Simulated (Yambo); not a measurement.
**How GW settings move the gap: CsNbP₂O₈**

G0W0@PBEsol for CsNbP₂O₈ (space group C2/m, No. 12) in Yambo. Reference settings: 2×2×1 Γ-centred k mesh, bands 2 to 295 and a 7 Ry block in the screening, 295 bands in G with the Bruneval-Gonze terminator, plasmon pole fitted at 27.2 eV. The PBEsol gap (-0.5, -0.5, 0) → Γ on this mesh is 2.65 eV; G0W0 gaps are taken between the same points.

```tsv
change from the reference	G0W0 gap (-0.5, -0.5, 0) → Γ (eV)	shift of the valence edge (eV)	rough Yambo cost
reference settings	5.01	-0.96	1
116 bands in W, 116 bands in G	5.20	-0.80	about 1/2
193 bands in W, 193 bands in G	5.06	-0.89	within a factor of two
116 bands in G	5.08	-0.93	–
193 bands in G	5.03	-0.95	–
142 bands in W	5.10	-0.86	within a factor of two
3 Ry block	5.21	-1.01	within a factor of two
2 Ry block	5.65	-1.27	within a factor of two
6 Ry block	5.01	-0.94	within a factor of two
pole fitted at 10 eV	4.95	-0.85	–
no random integration	4.90	-0.67	–
116 bands in G, no terminator	5.27	-0.36	–
193 bands in G, no terminator	5.09	-0.59	–
no terminator	5.03	-0.76	–
```

The reference isn't shown to be the converged limit. Costs are rough (shared machines), scaled to the same edge states, and given only for runs that recompute the screening.

Spin-orbit splittings are left out.

Geometry of the Materials Project entry, not relaxed at this level; primitive cell a = b = 5.1013 Å, c = 8.7736 Å, α = β = 92.92°, γ = 62.09°.

A shift is the quasiparticle energy of the state minus its PBEsol energy.
